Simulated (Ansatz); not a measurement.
MgO (rock salt, space group No. 225), PBEsol in the plane-wave PAW code Ansatz: ε∞ = 3.24, cell volume 18.72 Å³. Infrared-active transverse modes:

```json
[
 {"ω_TO (cm⁻¹)": "387.2", "oscillator strength S_xx (e²/amu)": "0.4065"}
]
```

Compute the static dielectric constant.

Each mode adds (4.921e7/V) S/ω²: 7.13. So ε0 = 10.4.

What LO frequency does the Lyddane–Sachs–Teller relation give?

ω_LO = ω_TO √(ε0/ε∞) = 692 cm⁻¹.

Space group Fm-3m (rock salt). The PBEsol relaxation kept the symmetry of its start. The volume moved by -16 % from the start of the relaxation.

Potentials: the earlier of the program's two PAW sets. The files were generated under PBE; for other functionals the program regenerates the frozen cores, and for LDA and PBEsol the local potential too.
